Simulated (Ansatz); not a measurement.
As (A7 (α-As type)), relaxed with PBE+D3(BJ) (Ansatz, a first-principles code, plane waves, PAW): a = b = 3.784 Å, c = 10.109 Å, α = β = 90.00°, γ = 120.00°.

### Question
The same phase is relaxed and computed with LDA in the same code. What is the cell now?

### Answer
a = b = 3.760 Å, c = 9.987 Å, α = β = 90.00°, γ = 120.00°.

All cells were relaxed under the symmetry of their starts (and spin orders); stability against distortions was not tested throughout. Scalar-relativistic: spin–orbit coupling is off unless named, which matters more the heavier the elements.

Potentials: the earlier of the program's two PAW sets. The files were generated under PBE; for other functionals the program regenerates the frozen cores, and for LDA and PBEsol the local potential too.

Ansatz is a plane-wave DFT program.
